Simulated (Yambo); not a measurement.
G0W0@PBEsol for Sc$_{2}$Si$_{2}$O$_{7}$ (space group C2/m, No. 12) in Yambo (2×2×4 mesh, 7 Ry block, plasmon pole, screening fixed), without a terminator:

```
bands N in G  gap Γ → (-0.5, -0.5, 0) (eV)  shift of the valence edge (eV)
------------  ----------------------------  ------------------------------
84                                   7.433                          -0.307
132                                  7.440                          -0.581
196                                  7.423                          -0.756
```

Question: Extrapolate both columns to infinite N with E(N) = E∞ + A/N, test the form, and compare with the terminator.

Answer: From two points, E∞ = (N2 E2 − N1 E1)/(N2 − N1). The two largest N give 7.39 eV for the gap and -1.12 eV for the shift; the two smallest give 7.45 eV and -1.06 eV. For the gap the slopes A are -1.6 and 6.9 eV: the form isn't reached, and its limit is uncertain. For the shift the slopes A are 63 and 71 eV: the 1/N form holds. With the Bruneval-Gonze terminator and 196 bands the run gives 7.35 eV and -0.98 eV, 0.04 eV and 0.14 eV from the extrapolated values: the terminator too is an estimate of the remainder. Block, mesh and the bands in W are held fixed.

Geometry of the Materials Project entry, not relaxed at this level; primitive cell a = b = 5.3625 Å, c = 4.6915 Å, α = β = 97.70°, γ = 105.12°.

A shift is the quasiparticle energy of the state minus its PBEsol energy.
